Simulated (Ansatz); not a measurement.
Input and command of a plane-wave DFT calculation in Ansatz:

```yaml
crystal:
  lattice:
    - [0.0, 2.6220916076, 2.6220916076]
    - [2.6220916076, 0.0, 2.6220916076]
    - [2.6220916076, 2.6220916076, 0.0]
  atoms:
    - { symbol: Si, position: [0.25, 0.25, 0.25] }
    - { symbol: Si, position: [0.75, 0.75, 0.75] }
    - { symbol: "N", position: [0.0, 0.0, 0.0], spin: 1.0 }
basis:
  ecutwfc: 420
kpoints:
  mp_grid: { grid: [6, 6, 6] }
hamiltonian:
  xc: pbe
scf:
  occupations: { method: gaussian, width: 0.1 }
  lower_state_search: "off"
output:
  forces: true
  stress: true
  eigenvalues: true
  populations: true
magnetization:
  spin_polarized: true
```

```bash
ansatz run input.yaml --threads 1 --pin off --max-ram 2560MiB --backend cpu --events-out ev --progress --plain --runs-dir out
```

Processor: Intel(R) Xeon(R) 6975P-C (Granite Rapids), 1 thread, on a host shared with other jobs.

**Question.** How long does it run, and how much memory does it take?

**Answer.** About 1.3 s on 1 thread of Intel(R) Xeon(R) 6975P-C (Granite Rapids), on a shared host, peak memory 0.3 GiB. It solves 11 bands at 16 k points (the mesh reduced by the symmetry that the task leaves, which can be less than the crystal's) with about 725 plane waves, in 20 SCF iterations.
